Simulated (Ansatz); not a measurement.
**Frozen-phonon scan for ZnSe (zinc blende)**

Relaxed ZnSe (zinc blende):

```yaml
crystal:
  lattice:
    - [0.00000, 5.73302, 5.73302]
    - [2.86651, 0.00000, 2.86651]
    - [2.86651, 2.86651, 0.00000]
  atoms:
    - { symbol: Se, position: [0.37500, 0.75000, 0.75000] }
    - { symbol: Se, position: [0.87500, 0.75000, 0.75000] }
    - { symbol: Zn, position: [0.00000, 0.00000, 0.00000] }
    - { symbol: Zn, position: [0.50000, 0.00000, 0.00000] }
```

A phonon eigenvector at L = (0.5, 0.0, 0.0) is frozen into this cell: atom i moves by Q times the vector below, so Q is the largest atomic displacement, in Å. The cell is held. It is one choice among 2 degenerate patterns. (q is in reciprocal vectors of the primitive cell; the cell shown is doubled to hold the pattern.)

```
atom       x       y       z
----  ------  ------  ------
Se1    0.273  -0.498   0.770
Se2   -0.273   0.498  -0.770
Zn3    0.285  -0.520   0.805
Zn4   -0.285   0.520  -0.805
```

Level of theory: PBE (plane waves to 420 eV, PAW, scalar-relativistic; Ansatz, a first-principles code). k mesh 5×10×10 (Γ-centred), Fermi-Dirac smearing 0.05 eV. E stands for the smeared free energy. Stress and pressure are positive under compression. The PAW data are Ansatz's earlier set. ZnSe was relaxed with its symmetry unable to fall. ΔE is measured from the undisplaced structure.

```csv
Q (Å),ΔE (meV/cell),P (GPa),−dE/dQ from forces (eV/Å)
-0.280,1850,9.3,15.877
-0.233,1208,6.3,11.802
-0.187,735,3.9,8.578
-0.140,398,2.2,5.965
-0.093,172,0.9,3.767
-0.047,42,0.2,1.823
0.000,0,0.0,0.000
0.047,42,0.2,-1.823
0.093,172,0.9,-3.767
0.140,398,2.2,-5.965
0.187,735,3.9,-8.578
0.233,1208,6.3,-11.802
0.280,1850,9.3,-15.877
```

What the scan shows:

- Energy at Q = 0.280 Å = 1850 meV/cell
- Space group of the distorted cell = P1 (No. 1), lowered from F-43m
- Symmetry of the curve = even: the same for both signs
- Shape of the curve = a single well with its minimum at or next to zero displacement
- Harmonic wavenumber from the curvature (finite differences) = 195 cm⁻¹
- Wavenumber by perturbation theory (DFPT, on another k mesh) = 195 cm⁻¹

(For displaced atoms, the force is minus the slope of the energy, and its curvature is a force constant, which sets phonon frequencies.)
